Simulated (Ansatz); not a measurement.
Input and steps of a relaxation of cell and atoms on a 12-atom cell of ZrSi3O8 built on tetragonal HfO2 (relaxed group Pmm2) (Ansatz 0.2.0, PBEsol). It starts from the PBE minimum.

```yaml
crystal:
  lattice:
    - [3.5521405837, 0.0, 0.0]
    - [0.0, 5.7723855958, 0.0]
    - [0.0, 0.0, 6.3526150187]
  atoms:
    - { symbol: Si, position: [0.0, 0.0, 0.0956319883] }
    - { symbol: Si, position: [0.5, 0.2470032974, 0.4242222985] }
    - { symbol: O, position: [0.5, 0.0, 0.5647315094] }
    - { symbol: O, position: [0.5, 0.0, 0.1749789347] }
    - { symbol: O, position: [0.0, 0.2320917839, 0.3334261731] }
    - { symbol: O, position: [0.0, 0.2071154142, 0.9137070275] }
    - { symbol: Zr, position: [0.0, 0.5, 0.0492292338] }
    - { symbol: Si, position: [0.5, 0.7529967026, 0.4242222985] }
    - { symbol: O, position: [0.5, 0.5, 0.5709328471] }
    - { symbol: O, position: [0.5, 0.5, 0.2017844885] }
    - { symbol: O, position: [0.0, 0.7679082161, 0.3334261731] }
    - { symbol: O, position: [0.0, 0.7928845858, 0.9137070275] }
kpoints:
  mp_grid: { grid: [6, 4, 4] }
hamiltonian:
  xc: pbesol
scf:
  occupations: { method: fermi_dirac, width: 0.02 }
relax:
  f_tol: 0.005
  cell: {}
```

Of the 22 recorded frames of the trajectory, 13 are shown, each with fractional positions and then forces in eV/Å along x, y and z. The last, and any step after a large change of cell, is solved on a basis re-selected at its cell; pressure is positive in compression.

Step 1: energy 0.0 meV/atom from step 1, largest force component 0.219 eV/Å, pressure -4.83 GPa; a = 3.552 Å, b = 5.772 Å, c = 6.353 Å, α = 90.00°, β = 90.00°, γ = 90.00°
```
Si 0.0000 0.0000 0.0956     0.000   0.000   0.061
Si 0.5000 0.2470 0.4242     0.000  -0.003  -0.090
O  0.5000 0.0000 0.5647     0.000   0.000  -0.188
O  0.5000 0.0000 0.1750     0.000   0.000   0.091
O  0.0000 0.2321 0.3334     0.000   0.002  -0.107
O  0.0000 0.2071 0.9137     0.000   0.063   0.219
Zr 0.0000 0.5000 0.0492     0.000   0.000   0.196
Si 0.5000 0.7530 0.4242     0.000   0.003  -0.090
O  0.5000 0.5000 0.5709     0.000   0.000  -0.202
O  0.5000 0.5000 0.2018     0.000   0.000  -0.002
O  0.0000 0.7679 0.3334     0.000  -0.002  -0.107
O  0.0000 0.7929 0.9137     0.000  -0.063   0.219
```

Step 2: energy -7.7 meV/atom from step 1, largest force component 0.279 eV/Å, pressure -1.27 GPa; a = 3.535 Å, b = 5.741 Å, c = 6.105 Å, α = 90.00°, β = 90.00°, γ = 90.00°
```
Si 0.0000 0.0000 0.0899     0.000   0.000   0.027
Si 0.5000 0.2472 0.4304     0.000  -0.146  -0.120
O  0.5000 0.0000 0.5767     0.000   0.000  -0.223
O  0.5000 0.0000 0.1726     0.000   0.000   0.049
O  0.0000 0.2328 0.3357     0.000  -0.035   0.037
O  0.0000 0.2078 0.9012     0.000  -0.142   0.122
Zr 0.0000 0.5000 0.0430     0.000   0.000  -0.210
Si 0.5000 0.7528 0.4304     0.000   0.146  -0.120
O  0.5000 0.5000 0.5834     0.000   0.000   0.001
O  0.5000 0.5000 0.1999     0.000   0.000   0.279
O  0.0000 0.7672 0.3357     0.000   0.035   0.037
O  0.0000 0.7922 0.9012     0.000   0.142   0.122
```

Step 3: energy -10.3 meV/atom from step 1, largest force component 0.292 eV/Å, pressure +0.79 GPa; a = 3.523 Å, b = 5.742 Å, c = 5.964 Å, α = 90.00°, β = 90.00°, γ = 90.00°
```
Si 0.0000 0.0000 0.0878     0.000   0.000   0.098
Si 0.5000 0.2468 0.4331     0.000  -0.116  -0.104
O  0.5000 0.0000 0.5815     0.000   0.000  -0.055
O  0.5000 0.0000 0.1719     0.000   0.000  -0.049
O  0.0000 0.2327 0.3371     0.000  -0.024   0.053
O  0.0000 0.2067 0.8952     0.000  -0.020   0.012
Zr 0.0000 0.5000 0.0377     0.000   0.000  -0.292
Si 0.5000 0.7532 0.4331     0.000   0.116  -0.104
O  0.5000 0.5000 0.5897     0.000   0.000   0.252
O  0.5000 0.5000 0.2006     0.000   0.000   0.126
O  0.0000 0.7673 0.3371     0.000   0.024   0.053
O  0.0000 0.7933 0.8952     0.000   0.020   0.012
```

Step 4: energy -10.9 meV/atom from step 1, largest force component 0.147 eV/Å, pressure +0.63 GPa; a = 3.520 Å, b = 5.748 Å, c = 5.947 Å, α = 90.00°, β = 90.00°, γ = 90.00°
```
Si 0.0000 0.0000 0.0882     0.000   0.000   0.096
Si 0.5000 0.2466 0.4333     0.000  -0.018  -0.065
O  0.5000 0.0000 0.5813     0.000   0.000   0.036
O  0.5000 0.0000 0.1718     0.000   0.000  -0.064
O  0.0000 0.2327 0.3374     0.000  -0.008   0.019
O  0.0000 0.2060 0.8947     0.000   0.030  -0.024
Zr 0.0000 0.5000 0.0353     0.000   0.000  -0.144
Si 0.5000 0.7534 0.4333     0.000   0.018  -0.065
O  0.5000 0.5000 0.5918     0.000   0.000   0.147
O  0.5000 0.5000 0.2009     0.000   0.000   0.069
O  0.0000 0.7673 0.3374     0.000   0.008   0.019
O  0.0000 0.7940 0.8947     0.000  -0.030  -0.024
```

Question: Estimate where the relaxation ends.

Answer: The middle of the trajectory is left out here.
Step 5 (rejected): energy -10.9 meV/atom from step 1, largest force component 0.422 eV/Å, pressure -0.49 GPa; a = 3.525 Å, b = 5.760 Å, c = 5.899 Å, α = 90.00°, β = 90.00°, γ = 90.00°
```
Si 0.0000 0.0000 0.0887     0.000   0.000  -0.125
Si 0.5000 0.2486 0.4349     0.000  -0.422  -0.078
O  0.5000 0.0000 0.5822     0.000   0.000  -0.078
O  0.5000 0.0000 0.1686     0.000   0.000   0.071
O  0.0000 0.2318 0.3374     0.000   0.126   0.073
O  0.0000 0.2056 0.8920     0.000   0.087   0.060
Zr 0.0000 0.5000 0.0322     0.000   0.000  -0.122
Si 0.5000 0.7514 0.4349     0.000   0.422  -0.078
O  0.5000 0.5000 0.5977     0.000   0.000  -0.011
O  0.5000 0.5000 0.2017     0.000   0.000   0.156
O  0.0000 0.7682 0.3374     0.000  -0.126   0.073
O  0.0000 0.7944 0.8920     0.000  -0.087   0.060
```

Step 6: energy -11.2 meV/atom from step 1, largest force component 0.041 eV/Å, pressure -0.04 GPa; a = 3.522 Å, b = 5.757 Å, c = 5.925 Å, α = 90.00°, β = 90.00°, γ = 90.00°
```
Si 0.0000 0.0000 0.0884     0.000   0.000  -0.037
Si 0.5000 0.2469 0.4337     0.000   0.011  -0.023
O  0.5000 0.0000 0.5815     0.000   0.000   0.026
O  0.5000 0.0000 0.1704     0.000   0.000   0.000
O  0.0000 0.2326 0.3376     0.000  -0.011   0.002
O  0.0000 0.2060 0.8935     0.000  -0.035   0.011
Zr 0.0000 0.5000 0.0333     0.000   0.000  -0.006
Si 0.5000 0.7531 0.4337     0.000  -0.011  -0.023
O  0.5000 0.5000 0.5947     0.000   0.000   0.041
O  0.5000 0.5000 0.2019     0.000   0.000  -0.004
O  0.0000 0.7674 0.3376     0.000   0.011   0.002
O  0.0000 0.7940 0.8935     0.000   0.035   0.011
```

Step 16 (rejected): energy -10.7 meV/atom from step 1, largest force component 0.066 eV/Å, pressure -0.05 GPa; a = 3.518 Å, b = 5.773 Å, c = 5.760 Å, α = 90.00°, β = 90.00°, γ = 90.00°
```
Si 0.0000 0.0000 0.0845     0.000   0.000   0.007
Si 0.5000 0.2467 0.4379     0.000  -0.005   0.005
O  0.5000 0.0000 0.5885     0.000   0.000  -0.001
O  0.5000 0.0000 0.1680     0.000   0.000  -0.012
O  0.0000 0.2329 0.3398     0.000   0.002  -0.015
O  0.0000 0.2053 0.8849     0.000  -0.037  -0.010
Zr 0.0000 0.5000 0.0251     0.000   0.000   0.066
Si 0.5000 0.7533 0.4379     0.000   0.005   0.005
O  0.5000 0.5000 0.6066     0.000   0.000   0.007
O  0.5000 0.5000 0.2023     0.000   0.000  -0.027
O  0.0000 0.7671 0.3398     0.000  -0.002  -0.015
O  0.0000 0.7947 0.8849     0.000   0.037  -0.010
```

Step 17: energy -10.7 meV/atom from step 1, largest force component 0.007 eV/Å, pressure -0.02 GPa; a = 3.518 Å, b = 5.773 Å, c = 5.760 Å, α = 90.00°, β = 90.00°, γ = 90.00°
```
Si 0.0000 0.0000 0.0845     0.000   0.000   0.002
Si 0.5000 0.2467 0.4379     0.000  -0.001   0.005
O  0.5000 0.0000 0.5884     0.000   0.000   0.006
O  0.5000 0.0000 0.1680     0.000   0.000  -0.003
O  0.0000 0.2329 0.3398     0.000   0.003  -0.007
O  0.0000 0.2052 0.8849     0.000   0.005  -0.003
Zr 0.0000 0.5000 0.0254     0.000   0.000   0.000
Si 0.5000 0.7533 0.4379     0.000   0.001   0.005
O  0.5000 0.5000 0.6065     0.000   0.000   0.001
O  0.5000 0.5000 0.2020     0.000   0.000   0.005
O  0.0000 0.7671 0.3398     0.000  -0.003  -0.007
O  0.0000 0.7948 0.8849     0.000  -0.005  -0.003
```

Step 18: energy -10.7 meV/atom from step 1, largest force component 0.003 eV/Å, pressure 0.00 GPa; a = 3.518 Å, b = 5.773 Å, c = 5.759 Å, α = 90.00°, β = 90.00°, γ = 90.00°
```
Si 0.0000 0.0000 0.0845     0.000   0.000  -0.003
Si 0.5000 0.2467 0.4380     0.000   0.003   0.001
O  0.5000 0.0000 0.5885     0.000   0.000   0.001
O  0.5000 0.0000 0.1679     0.000   0.000   0.000
O  0.0000 0.2330 0.3397     0.000   0.000   0.001
O  0.0000 0.2053 0.8848     0.000   0.000   0.000
Zr 0.0000 0.5000 0.0254     0.000   0.000   0.001
Si 0.5000 0.7533 0.4380     0.000  -0.003   0.001
O  0.5000 0.5000 0.6066     0.000   0.000  -0.003
O  0.5000 0.5000 0.2021     0.000   0.000   0.000
O  0.0000 0.7670 0.3397     0.000   0.000   0.001
O  0.0000 0.7947 0.8848     0.000   0.000   0.000
```

Step 19: energy -9.9 meV/atom from step 1, largest force component 0.004 eV/Å, pressure -0.09 GPa; a = 3.518 Å, b = 5.773 Å, c = 5.759 Å, α = 90.00°, β = 90.00°, γ = 90.00°
```
Si 0.0000 0.0000 0.0845     0.000   0.000  -0.004
Si 0.5000 0.2467 0.4380     0.000   0.002   0.001
O  0.5000 0.0000 0.5885     0.000   0.000   0.000
O  0.5000 0.0000 0.1679     0.000   0.000   0.001
O  0.0000 0.2330 0.3397     0.000   0.000   0.001
O  0.0000 0.2053 0.8848     0.000   0.000   0.000
Zr 0.0000 0.5000 0.0254     0.000   0.000   0.001
Si 0.5000 0.7533 0.4380     0.000  -0.002   0.001
O  0.5000 0.5000 0.6066     0.000   0.000  -0.003
O  0.5000 0.5000 0.2021     0.000   0.000   0.001
O  0.0000 0.7670 0.3397     0.000   0.000   0.001
O  0.0000 0.7947 0.8848     0.000   0.000   0.000
```

Step 20: energy -10.1 meV/atom from step 1, largest force component 0.005 eV/Å, pressure -0.04 GPa; a = 3.518 Å, b = 5.776 Å, c = 5.735 Å, α = 90.00°, β = 90.00°, γ = 90.00°
```
Si 0.0000 0.0000 0.0839     0.000   0.000   0.005
Si 0.5000 0.2467 0.4386     0.000  -0.005  -0.005
O  0.5000 0.0000 0.5895     0.000   0.000   0.001
O  0.5000 0.0000 0.1675     0.000   0.000   0.000
O  0.0000 0.2330 0.3400     0.000   0.001   0.004
O  0.0000 0.2052 0.8836     0.000   0.005  -0.003
Zr 0.0000 0.5000 0.0242     0.000   0.000   0.005
Si 0.5000 0.7533 0.4386     0.000   0.005  -0.005
O  0.5000 0.5000 0.6084     0.000   0.000   0.003
O  0.5000 0.5000 0.2022     0.000   0.000  -0.004
O  0.0000 0.7670 0.3400     0.000  -0.001   0.004
O  0.0000 0.7948 0.8836     0.000  -0.005  -0.003
```

Step 21: energy -10.2 meV/atom from step 1, largest force component 0.004 eV/Å, pressure 0.00 GPa; a = 3.517 Å, b = 5.776 Å, c = 5.735 Å, α = 90.00°, β = 90.00°, γ = 90.00°
```
Si 0.0000 0.0000 0.0839     0.000   0.000  -0.004
Si 0.5000 0.2467 0.4386     0.000  -0.001   0.000
O  0.5000 0.0000 0.5895     0.000   0.000   0.001
O  0.5000 0.0000 0.1675     0.000   0.000  -0.001
O  0.0000 0.2330 0.3400     0.000   0.001   0.000
O  0.0000 0.2052 0.8836     0.000  -0.002   0.001
Zr 0.0000 0.5000 0.0242     0.000   0.000  -0.003
Si 0.5000 0.7533 0.4386     0.000   0.001   0.000
O  0.5000 0.5000 0.6084     0.000   0.000   0.000
O  0.5000 0.5000 0.2022     0.000   0.000   0.002
O  0.0000 0.7670 0.3400     0.000  -0.001   0.000
O  0.0000 0.7948 0.8836     0.000   0.002   0.001
```

Step 22: energy -9.9 meV/atom from step 1, largest force component 0.004 eV/Å, pressure -0.01 GPa; a = 3.517 Å, b = 5.776 Å, c = 5.735 Å, α = 90.00°, β = 90.00°, γ = 90.00°
```
Si 0.0000 0.0000 0.0839     0.000   0.000  -0.004
Si 0.5000 0.2467 0.4386     0.000  -0.001   0.001
O  0.5000 0.0000 0.5895     0.000   0.000   0.001
O  0.5000 0.0000 0.1675     0.000   0.000   0.000
O  0.0000 0.2330 0.3400     0.000   0.001   0.000
O  0.0000 0.2052 0.8836     0.000  -0.002   0.001
Zr 0.0000 0.5000 0.0242     0.000   0.000  -0.003
Si 0.5000 0.7533 0.4386     0.000   0.001   0.001
O  0.5000 0.5000 0.6084     0.000   0.000   0.000
O  0.5000 0.5000 0.2022     0.000   0.000   0.002
O  0.0000 0.7670 0.3400     0.000  -0.001   0.000
O  0.0000 0.7948 0.8836     0.000   0.002   0.001
```

The walk took 19 steps and changed the volume by -10.6 %. The last SCF, on a fresh basis, lies 9.9 meV an atom below the first. At the end: the symmetry is Pmm2 (No. 25, orthorhombic); a = 3.517 Å, b = 5.776 Å, c = 5.735 Å in the conventional setting, 9.71 Å³ an atom. Around Si lie 6 O at 1.65–1.99 Å; around Si lie 6 O at 1.67–2.11 Å; around O lie 2 Si at 1.67 Å; around O lie 4 Si at 1.82–2.11 Å; around O lie 3 Si at 1.85–1.99 Å and 1 Zr at 2.38 Å; around O lie 1 Si at 1.65 Å and 1 Zr at 1.88 Å; around Zr lie 6 O at 1.88–2.38 Å; around O lie 2 Si at 1.76 Å (further sites aren't listed).

It took 46 s on 1 × NVIDIA H100 80GB HBM3 with 2 threads of AMD EPYC 7R13 Processor (Zen 3), with other jobs on the host; peak host memory 1.2 GiB.

(Calculated; spin-unpolarised; the phase may be known or hypothetical.)
